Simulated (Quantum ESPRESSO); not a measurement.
```xyz
4
Lattice="1.5163 0.8755 6.1478 -1.5163 0.8755 6.1478 0.0000 -1.7509 6.1478" Properties=species:S:1:pos:R:3 pbc="T T T"
O      0.0000     0.0000    16.3707
O      0.0000     0.0000     2.0725
Rh     0.0000     0.0000     9.2216
Ag     0.0000     0.0000     0.0000
```

The PBEsol cell relaxed from Materials Project entry mp-1018033 was given an isotropic strain of -0.7 % on all lattice vectors, and the atoms were relaxed again.

What does norm-conserving PBEsol (Quantum ESPRESSO, 88 Ry, scalar-relativistic) give for the electronic structure near the Fermi level?

The PBEsol gap is 0.46 eV; at least one edge lies off the plotted path, at a point of the SCF mesh. The smallest direct gap is 0.72 eV. Another valence extremum on the path lies within 0.02 eV, too close to call. Spin-orbit splittings are left out.

The structure is a Materials Project entry; no match was found in the copy of COD used, and its stability was not checked.
